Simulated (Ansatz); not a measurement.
# AsRu₂I in Ansatz, settings compared

Launch command:

```bash
ansatz run input.yaml --threads 1 --pin off --max-ram 2560MiB --backend cpu --events-out ev --progress --plain --runs-dir out
```

input.yaml:

```yaml
crystal:
  lattice:
    - [2.011678, 3.484326, 0.0]
    - [-2.011678, 3.484326, 0.0]
    - [-2.011678, 1.161439, 6.798622]
  atoms:
    - { symbol: As, position: [0.5, 0.0, 0.5] }
    - { symbol: I, position: [0.0, 0.0, 0.0] }
    - { symbol: Ru, position: [0.2313, 0.5374, 0.6939] }
    - { symbol: Ru, position: [0.7687, 0.4626, 0.3061] }
  symmetry: { tolerance: 0.0003 }
kpoints:
  mp_grid: { grid: [6, 6, 6], shift: [0, 0, 0] }
magnetization:
  spin_polarized: false
scf:
  occupations: { method: cold, width: 0.0287 }
hamiltonian:
  pseudopotentials: { kind: paw }
  xc: r2scan
basis:
  ecutwfc: 500
output:
  forces: true
  stress: true
  eigenvalues: true
```

Origin of the cell: a known structure type with other elements, at an estimated volume, so it need not be a known compound.

Output of this run (shortened):

```
SCF iter   1: F=—  HF=-24170.846982 eV  Δρ=1.02e-2  dr2=4.33e-2  dr2_τ=4.77e-2  defer=2
SCF iter   2: F=—  HF=-24170.871717 eV  S|Δr|=    0.00e0  Δρ=6.19e-3  dr2=1.37e-2  dr2_τ=1.13e-3  defer=57
SCF iter   3: F=—  HF=-24170.874722 eV  S|Δr|=    0.00e0  Δρ=2.55e-3  dr2=4.17e-3  dr2_τ=3.29e-4  defer=57
SCF iter   4: F=—  HF=-24170.875561 eV  S|Δr|=    0.00e0  Δρ=4.57e-4  dr2=1.88e-4  dr2_τ=6.95e-6  defer=57
SCF iter   5: F=—  HF=-24170.875647 eV  S|Δr|=    0.00e0  Δρ=1.23e-4  dr2=1.88e-5  dr2_τ=7.30e-7  defer=57
SCF iter   6: F=—  HF=-24170.875650 eV  S|Δr|=    0.00e0  Δρ=3.51e-5  dr2=2.05e-6  dr2_τ=8.69e-8  defer=57
SCF iter   7: F=—  HF=-24170.875650 eV  S|Δr|=    0.00e0  Δρ=1.89e-5  dr2=1.16e-6  dr2_τ=1.70e-8  defer=57
SCF iter   8: F=—  HF=-24170.875650 eV  S|Δr|=    0.00e0  Δρ=8.22e-6  dr2=1.94e-7  dr2_τ=4.70e-9  defer=57
SCF iter   9: F=-24170.875650 eV  HF=-24170.875650 eV  S|Δr|=    0.00e0  Δρ=2.58e-6  dr2=1.54e-8  dr2_τ=4.21e-10
SCF 1 converged in 9 iterations: F = -24170.875650 eV  dr2 = 1.54e-8
SCF converged after 9 iterations
Stability not checked: this state was not tested for a lower state beside it, because cold or Methfessel-Paxton smearing, or corrected tetrahedra, fill the levels in a way that the test cannot read (fill_not_monotonic; […]
Free energy (F): -24170.875650 eV
Harris-Foulkes:  -24170.875650 eV  (|F-HF|=5.04e-9)
Internal energy: -24170.874980 eV  (E = F + TS)
E sigma→0 (E₀):  -24170.875426 eV
Entropy (-TS):   -0.000670 eV (-0.167 meV/atom)
Fermi energy:    11.395574 eV
--- Per-component energies (eV) ---
  E_band       = -1025.421228
  E_kinetic    = 1312.605083
  E_local      = -7211.553111  (includes V_loc(G=0)·N_el)
  E_nonlocal   = -62.553836
  E_hartree    = 3151.645534
  E_xc         = -553.897427
  E_vxc        = -742.584189  (∫ρ·V_xc dr)
  E_paw        = -13650.245197  (= ΣΔE_a)
  E_vpaw       = -673.513634  (= ΣTr[D̂ρ^β])
  E_aug_tail   = 0.000146  (compensation charges beyond the density's cutoff)
  E_vtau       = 48.888401  (kinetic-family band-sum trace: ∫τ·v_τ [+ j·A + Jᵃ·Aᵃ] dr)
  E_ewald      = -7154.869906
  E_core_change = -2.006266  (= ΣΔE_core)
  E_smearing   = -0.000670  (= −TS)
  Σ components = -24170.875650   (vs F -24170.875650, Δ=0.00e0)
--- Forces (eV/Å), atoms counted from 1 ---
  atom   1  As     0.000000     0.000000     0.000000
  atom   2  I      0.000000     0.000000     0.000000
  atom   3  Ru    -0.000000     0.000001    -2.398589
  atom   4  Ru     0.000000    -0.000001     2.398589
  max |Σ_I F_I| component: 2.78e-17 eV/Å
--- Stress (GPa, compression-positive) ---
      -18.500697       0.000000      -0.000000
        0.000000     -18.500697       0.000000
       -0.000000       0.000000     -18.689343
  P = ⅓ Tr σ = -18.5636 GPa (-185.636 kbar)
```

The same input was run again with these changes:

1. `scf.occupations.width` 0.0287 → 0.005; `hamiltonian.hubbard` default → { sites: [{ species: Ru, l: d, u_eff: 3.0 }], double_counting: fll }; `scf.n_extra_bands` default → 16
2. `kpoints.mp_grid.grid` [6, 6, 6] → [3, 3, 3]; `scf.occupations.width` 0.0287 → default; `scf.occupations.method` cold → tetrahedron_uncorrected
3. `scf.convergence.dr2_threshold` default → 1.0e-06; `kpoints.mp_grid.shift` [0, 0, 0] → [0.5, 0.5, 0.5]; `hamiltonian.hubbard` default → { sites: [{ species: Ru, l: d, u_eff: 1.0 }], double_counting: fll }
4. `scf.mixing.algorithm` default → anderson; `scf.mixing.beta` default → 0.3; `scf.occupations.width` 0.0287 → default; `scf.occupations.method` cold → tetrahedron

```json
{"run": "base", "end": "converged", "SCF iterations": "9", "P (GPa)": "-18.56", "max force component (eV/Å)": "2.399", "moment (μB)": "–", "ΔE(σ→0) (meV/atom)": "0"}
{"run": "1", "end": "converged", "SCF iterations": "15", "P (GPa)": "-13.48", "max force component (eV/Å)": "0.089", "moment (μB)": "–", "ΔE(σ→0) (meV/atom)": "–"}
{"run": "2", "end": "converged", "SCF iterations": "9", "P (GPa)": "-18.36", "max force component (eV/Å)": "2.400", "moment (μB)": "–", "ΔE(σ→0) (meV/atom)": "13.41"}
{"run": "3", "end": "converged", "SCF iterations": "10", "P (GPa)": "-18.35", "max force component (eV/Å)": "1.987", "moment (μB)": "–", "ΔE(σ→0) (meV/atom)": "–"}
{"run": "4", "end": "converged", "SCF iterations": "12", "P (GPa)": "-18.59", "max force component (eV/Å)": "2.401", "moment (μB)": "–", "ΔE(σ→0) (meV/atom)": "1.04"}
```

Energies are compared only where functional, datasets, charge and starting cell are the same.

Not properties of the system: run 2 (too coarse or loose: `kpoints.mp_grid.grid` = [3, 3, 3]).

Caveats of the base run: no moments, though an odd count or open d shells may carry them; no spin-orbit coupling, though heavy elements are present; the k mesh is coarse if the cell is a metal.

Run 3: the SCF threshold is loose for forces; the k mesh keeps only part of the crystal's symmetry.
Run 4: forces and stress under tetrahedra may miss the slope of the energy.

Time of the base run: 8.6 s on 1 thread of AMD EPYC 9R14 (Zen 4) (shared host), peak memory 0.7 GiB, from the program's own first density.
